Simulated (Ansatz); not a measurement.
## Trial inputs on ScNb

The reference input for Ansatz (plane-wave DFT with PAW):

```yaml
crystal:
  lattice:
    - [3.0656443612, 0.0, 0.0]
    - [-1.5328221806, 2.6549258957, 0.0]
    - [0.0, 0.0, 5.072194]
  atoms:
    - { symbol: Sc, position: [0.0, 0.0, 0.0] }
    - { symbol: Nb, position: [0.33333333, 0.66666667, 0.5] }
basis:
  ecutwfc: 420
kpoints:
  mp_grid: { grid: [6, 6, 4] }
hamiltonian:
  xc: pbe
scf:
  occupations: { method: gaussian, width: 0.1 }
output:
  forces: true
  stress: true
  eigenvalues: true
```

Command:

```bash
ansatz run input.yaml --threads 1 --pin off --max-ram 1331MiB --backend cpu --events-out ev --progress --plain --runs-dir out
```

The run converges in 7 SCF iterations on 21 irreducible k-points: pressure -0.40 GPa, no gap.

Settings here are deliberately varied, not converged. Each trial's input is given as a difference from the reference's; energies are extrapolated to zero smearing where there is one, and pressure is positive in compression.

Trial 1:

```diff
 kpoints:
-  mp_grid: { grid: [6, 6, 4] }
+  mp_grid: { grid: [3, 3, 2] }
 scf:
+  mixing: { beta: 0.25 }
+  initial_density: { chi_scale: 0, normalization: atom }
+  max_iter: 30
+  convergence: { dr2_threshold: "1e-9 eV" }
```

The run converges in 12 SCF iterations on 6 irreducible k-points: energy 36.6 meV per atom below the reference, pressure -1.57 GPa, no gap. It warns that the SCF threshold is loose for the stress.

Trial 2:

```diff
 scf:
-  occupations: { method: gaussian, width: 0.1 }
+  occupations: { method: tetrahedron }
```

The run converges in 7 SCF iterations on 21 irreducible k-points: energy 1.94 meV per atom above the reference, pressure -0.49 GPa, no gap. It warns that the printed bands weren't solved further after the SCF; that forces and stress under tetrahedra may miss the energy's slope.